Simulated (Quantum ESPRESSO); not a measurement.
Band energies of CsTaP2O8

```xyz
12
Lattice="4.4227 -2.6454 0.0000 4.4227 2.6454 0.0000 -0.5158 0.0000 9.0021" Properties=species:S:1:pos:R:3 pbc="T T T"
O      6.5279     0.0000     8.2384
O      1.8018     0.0000     0.7637
O      3.8929     1.2519     1.3132
O      4.4367    -1.2519     7.6889
O      4.4367     1.2519     7.6889
O      3.8929    -1.2519     1.3132
O      2.6831     0.0000     3.1728
O      5.6466     0.0000     5.8293
P      5.2878     0.0000     7.2753
P      3.0418     0.0000     1.7268
Cs    -0.2579     0.0000     4.5011
Ta     0.0000     0.0000     0.0000
```

norm-conserving PBEsol (Quantum ESPRESSO, 84 Ry, no spin-orbit coupling); path ΓYFLI,I1ZF1,YX1,XΓN,MΓ; energies in eV from the valence-band maximum.

```csv
k (1/Å),point,band 36,band 37,band 38,band 39,band 40,band 41,band 42,band 43
0.00,Γ,-0.49,-0.31,-0.26,-0.19,-0.12,3.39,3.62,3.93
0.24,,-0.61,-0.39,-0.27,-0.25,-0.08,3.51,3.89,3.91
0.71,Y,-0.90,-0.83,-0.19,-0.14,-0.01,3.53,3.95,4.61
0.71,F,-0.90,-0.64,-0.27,-0.22,0.00,3.55,3.95,4.62
0.76,L,-0.90,-0.63,-0.27,-0.22,0.00,3.55,3.95,4.62
0.95,,-1.15,-0.53,-0.29,-0.27,-0.07,3.81,4.00,4.52
1.15,I,-1.32,-0.53,-0.29,-0.28,-0.18,4.08,4.27,4.28
1.15,I1,-1.32,-0.53,-0.29,-0.28,-0.18,4.08,4.27,4.28
1.55,,-0.77,-0.61,-0.37,-0.20,-0.15,3.79,3.95,4.34
1.94,Z,-0.48,-0.39,-0.36,-0.15,-0.05,3.41,3.63,3.94
2.12,,-0.56,-0.42,-0.35,-0.16,-0.04,3.48,3.79,3.92
2.46,,-0.85,-0.60,-0.25,-0.24,-0.01,3.57,3.93,4.47
2.64,F1,-0.90,-0.64,-0.27,-0.22,0.00,3.55,3.95,4.62
2.64,Y,-0.90,-0.83,-0.19,-0.14,-0.01,3.53,3.95,4.61
3.02,X1,-1.32,-0.66,-0.35,-0.23,-0.11,4.08,4.22,4.29
3.02,X,-1.32,-0.66,-0.35,-0.23,-0.11,4.08,4.22,4.29
3.22,,-1.21,-0.71,-0.29,-0.28,-0.15,4.01,4.10,4.45
3.62,,-0.54,-0.48,-0.24,-0.22,-0.16,3.60,3.66,4.06
3.82,Γ,-0.49,-0.31,-0.26,-0.19,-0.12,3.39,3.62,3.93
4.00,,-0.54,-0.41,-0.24,-0.23,-0.14,3.53,3.68,4.00
4.34,,-0.91,-0.70,-0.29,-0.21,-0.15,3.74,4.15,4.39
4.52,N,-0.99,-0.76,-0.27,-0.20,-0.14,3.75,4.23,4.47
4.52,M,-0.99,-0.63,-0.25,-0.23,-0.20,3.76,4.24,4.49
4.67,,-0.94,-0.63,-0.29,-0.19,-0.18,3.75,4.18,4.43
4.98,,-0.64,-0.50,-0.32,-0.20,-0.12,3.66,3.79,4.11
5.28,Γ,-0.49,-0.31,-0.26,-0.19,-0.12,3.39,3.62,3.93
```

The PBEsol gap is indirect, 3.39 eV, from L to Γ; the smallest direct gap is 3.46 eV.

Spin-orbit coupling is left out, which matters for elements this heavy: edges can move by tenths of an eV.

Geometry of the Materials Project entry, not relaxed at this level.

The structure is a Materials Project entry; no match was found in the copy of COD used, and its stability was not checked.
